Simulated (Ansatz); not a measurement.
ZrB2:
```xyz
3
Lattice="3.1328 0.0000 0.0000 -1.5664 2.7131 0.0000 0.0000 0.0000 3.4892" Properties=species:S:1:pos:R:3 pbc="T T T"
Zr     0.0000     0.0000     0.0000
B      0.0000     1.8087     1.7446
B      1.5664     0.9044     1.7446
```

Relaxed with LDA. Special points in fractions of this cell's reciprocal vectors: Γ (0.000, 0.000, 0.000); M (0.500, 0.000, 0.000); K (0.333, 0.333, 0.000); A (0.000, 0.000, 0.500); L (0.500, 0.000, 0.500); H (0.333, 0.333, 0.500).

List the band energies nearest the Fermi level at these points for LDA (plane waves, PAW; program Ansatz).

In eV from the Fermi level; about four levels below and three above (degenerate sets whole), none deeper than 8.9 eV; points with the same levels are listed once.

```tsv
k	below	above
Γ	-2.70 -2.70 -2.66 -2.27	3.55 3.55 4.34 4.34
M	-8.34 -4.00 -3.07 -2.77	2.32 2.40 5.15
K	-7.66 -7.66 -7.04 -2.52 -2.52	1.63 1.63 3.25
A	-7.02 -0.97 -0.97	0.33 0.33 0.80 0.80
L	-6.91 -4.72 -4.23 -1.85	3.91 4.37 5.56
H	-8.77 -8.77 -4.91 -2.64 -2.64	4.27 6.40 6.40
```

Space group P6/mmm. The LDA relaxation kept the symmetry of its start; of distortions, only those at the zone centre were tested. No spin polarisation was allowed. Spin–orbit coupling is left out wherever it is not named.

Potentials: the earlier of the program's two PAW sets.
